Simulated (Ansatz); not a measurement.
InAs (zinc blende, F-43m) at seven volumes, LDA in the plane-wave PAW code Ansatz, scaled uniformly. One row is withheld.

```tsv
V (Å³/atom)	P (GPa)
24.886	?
25.707	4.31
26.527	1.97
27.348	0.00
28.168	-1.65
28.988	-3.05
29.809	-4.21
```

Task: Fit the shown pressures and predict the withheld one.

Result: Third-order Birch–Murnaghan: P = (3/2)B₀(x^(7/2) − x^(5/2))[1 + (3/4)(B′ − 4)(x − 1)] with x = (V₀/V)^(2/3). Least squares on the six rows gives V₀ = 27.348 Å³/atom, B₀ = 60.06 GPa, B′ = 4.79. At V = 24.886, x = 1.0649 and P = 7.11 GPa. The run itself gave 7.07 GPa.

The LDA relaxation kept the symmetry of its start.

Potentials: the earlier of the program's two PAW sets. The files were generated under PBE; for other functionals the program regenerates the frozen cores, and for LDA and PBEsol the local potential too.
